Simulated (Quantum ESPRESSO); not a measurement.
## Al3ZnAs3S (convergence and cost over cutoff and k mesh)

A calculation, not a measurement. The program is pw.x of Quantum ESPRESSO 7.5 (plane-wave density functional theory). The cell is made up: 8 atoms on a zincblende/diamond lattice, with randomly drawn elements, strain and displacements, not relaxed. PseudoDojo standard norm-conserving files (v0.5 for PBE, v0.4.1 for LDA and PBEsol) set the functional; there is no spin polarisation, spin-orbit coupling or dispersion term, and the masses in the input are unused placeholders.

Input of the run in row 4:

```
&control calculation='scf', pseudo_dir='./dojo.nc.sr.pbe.v0_5.standard.upf', outdir='./o', disk_io='medium', tprnfor=.true., tstress=.true. /
&system ibrav=0, nat=8, ntyp=4, nbnd=46, ecutwfc=84.00895049, nosym=.true., tot_charge=0,
 occupations='smearing', smearing='fd', degauss=0.0018374661
/
&electrons conv_thr=7.350e-09, electron_maxstep=60, /
ATOMIC_SPECIES
Al 1.0 Al.upf
As 1.0 As.upf
S 1.0 S.upf
Zn 1.0 Zn.upf
CELL_PARAMETERS angstrom
5.7667 0.0 0.0
0.0 5.7667 0.0
0.0 0.0 5.7667
ATOMIC_POSITIONS angstrom
Al 0.0301 -0.016 0.0703
Zn 0.0239 2.9952 2.9158
Al 2.8909 -0.0958 2.863
Al 2.8728 2.747 0.1132
As 1.3938 1.3008 1.4052
As 1.3603 4.3201 4.1996
S 4.3935 1.4637 4.4239
As 4.3576 4.4266 1.4667
K_POINTS automatic
4 4 4 1 1 1
```

The same cell was run at these settings. Meshes are shifted by half a step, and differences are from the last row, which is itself not exact.

| cutoff (eV) | k mesh | k points solved | threshold (eV) | free energy less the last row's (eV) | pressure (GPa) | largest stress difference (GPa) | largest force difference (eV/Å) | iterations | wall time (s) | k-point pools | processor |
| --- | --- | --- | --- | --- | --- | --- | --- | --- | --- | --- | --- |
| 800 | 2 x 2 x 2 | 4 | 1e-04 | 8.782 | -65.37 | 63.51 | 0.063 | 7 | 51 | 1 | AMD EPYC, Zen 5 class |
| 1143 | 1 x 1 x 1 | 1 | 1e-07 | 6.857 | 2.72 | 4.88 | 0.708 | 11 | 62 | 1 | AMD EPYC, Zen 5 class |
| 580 | 4 x 4 x 4 | 32 | 1e-07 | 162.545 | -556.40 | 554.69 | 0.485 | 10 | 158 | 1 | AMD EPYC, Zen 5 class |
| 1143 | 4 x 4 x 4 | 32 | 1e-07 | 0.006 | -1.88 | 0.00 | 0.002 | 10 | 621 | 1 | AMD EPYC, Zen 5 class |
| 1437 | 6 x 6 x 6 | 108 | 1e-07 | 0.000 | -1.88 | 0.00 | 0.000 | 10 | 2300 | 1 | AMD EPYC, Zen 5 class |

Each pool is one process. Wall times include start-up and a band step at six k points, which weighs most on the coarsest meshes. The runs were on shared virtual cores whose load varied, so times are rough.